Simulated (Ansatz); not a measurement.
Ca (hcp (Mg type), space group No. 194) under volume change, DFT-r²SCAN in the program Ansatz with PAW potentials, shape and atoms relaxed at each volume.

| V (Å³/atom) | E − E(relaxed) (meV/atom) | P (GPa) |
|---|---|---|
| 39.508 | 22.1 | 1.93 |
| 40.810 | 9.4 | 1.21 |
| 42.113 | 2.3 | 0.57 |
| 43.415 | 0.0 | 0.00 |
| 44.718 | 2.1 | -0.50 |
| 46.020 | 8.0 | -0.94 |
| 47.323 | 17.2 | -1.33 |

What does a third-order Birch–Murnaghan fit give for V₀, B₀ and B′?

V₀ = 43.42 Å³/atom, B₀ = 17.7 GPa, B′ = 3.1.

Space group P6_3/mmc (hcp (Mg type)). The workflow started from an entry of the Crystallography Open Database (COD, 723 K), which files this formula under 3 space groups. It is not the phase usual at ambient conditions (space group No. 225). The r²SCAN relaxation kept the symmetry of its start; whether a distortion lowers the energy is not shown.

Potentials: the earlier of the program's two PAW sets. The files were generated under PBE; for other functionals the program regenerates the frozen cores, and for LDA and PBEsol the local potential too.
